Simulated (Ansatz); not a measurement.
This cell of Sb (A7 type, space group R-3m) is off equilibrium:

```xyz
2
Lattice="2.1343 1.2323 3.5723 -2.1343 1.2323 3.5723 0.0000 -2.4645 3.5723" Properties=species:S:1:pos:R:3 pbc="T T T"
Sb     0.0000     0.0000     2.5605
Sb     0.1640     0.1640     8.1565
```

Computed with PBEsol-D3(BJ) (plane waves to 420 eV, PAW, scalar-relativistic; Ansatz, a first-principles code). k mesh 11×11×11 (Γ-centred), Fermi-Dirac smearing 0.05 eV. The energy includes the smearing's −TS. Stress and pressure are positive under compression. With partly filled bands, energies and forces of such displacements shift with the k mesh and the smearing. Sb was relaxed with its symmetry unable to fall. Spin-orbit coupling is left out, though Sb is heavy. The PAW data are Ansatz's earlier set.

### Question
Predict the force on every atom, in eV/Å.

### Answer
```csv
atom,Fx,Fy,Fz
Sb1,0.198,0.391,0.386
Sb2,-0.198,-0.391,-0.386
```

### Question
Give the stress tensor in GPa and the pressure.

### Answer
```
    0.7      0.1      0.8
    0.1      2.0      1.6
    0.8      1.6      0.7
```
The pressure, a third of the trace, is 1.1 GPa.

### Question
In it atom 2 sits (0.164, 0.164, 0.000) Å away from its relaxed site. What is its energy relative to the relaxed cell?

### Answer
38 meV/cell.

(For displaced atoms, the force is minus the slope of the energy, and its curvature is a force constant, which sets phonon frequencies.)
